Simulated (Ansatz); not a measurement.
Relaxed-ion elastic tensor of InPt3C (anti-perovskite, Pm-3m) in GPa (Voigt order), DFT-PBEsol in the program Ansatz with PAW potentials; density 15.99 g/cm³, 14.79 Å³ per atom.

```csv
,1,2,3,4,5,6
1,294,183,183,0.0,0.0,0.0
2,183,294,183,0.0,0.0,0.0
3,183,183,294,0.0,0.0,0.0
4,0.0,0.0,0.0,-6.5,0.0,0.0
5,0.0,0.0,0.0,0.0,-6.5,0.0
6,0.0,0.0,0.0,0.0,0.0,-6.5
```

Q: Is the crystal mechanically stable?

A: No: the smallest eigenvalue of C is -6.5 GPa.

The start of the workflow was typed in or built on a structure type; neither database checked (COD, Materials Project) lists it. Whether it is the stable phase at ambient conditions was not checked. The PBEsol relaxation kept the symmetry of its start. At this level the phase is dynamically unstable (imaginary phonons). The run is not spin-polarised. Its formation energy is positive at this level, so the cell may be metastable or incomplete. As this level gives no gap, shear constants depend on the k-mesh and smearing (Fermi–Dirac, 0.1 eV here). Scalar-relativistic: spin–orbit coupling is off unless named, which matters more the heavier the elements.

Potentials: the later of the program's two PAW sets.
